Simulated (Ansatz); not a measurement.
Task: Name crystals whose computed values (plane-wave PAW PBEsol (Ansatz code)) fall in these windows: B₀ by P(V) fit (GPa) 110 to 130; ε∞ 5.5 to 6.7.

Result: 

```tsv
crystal	B₀ by P(V) fit (GPa)	ε∞
BaTiO3, P4mm (Ti on 1b, Ba on 1a, O on 1b, O on 2c)	122	6.20
```
Others may fit too.

The cell was relaxed under the symmetry of its start. Rows with no word on spin ran without spin polarisation. Scalar-relativistic: spin–orbit coupling is off unless named, which matters more the heavier the elements.

Potentials: the later of the program's two PAW sets.
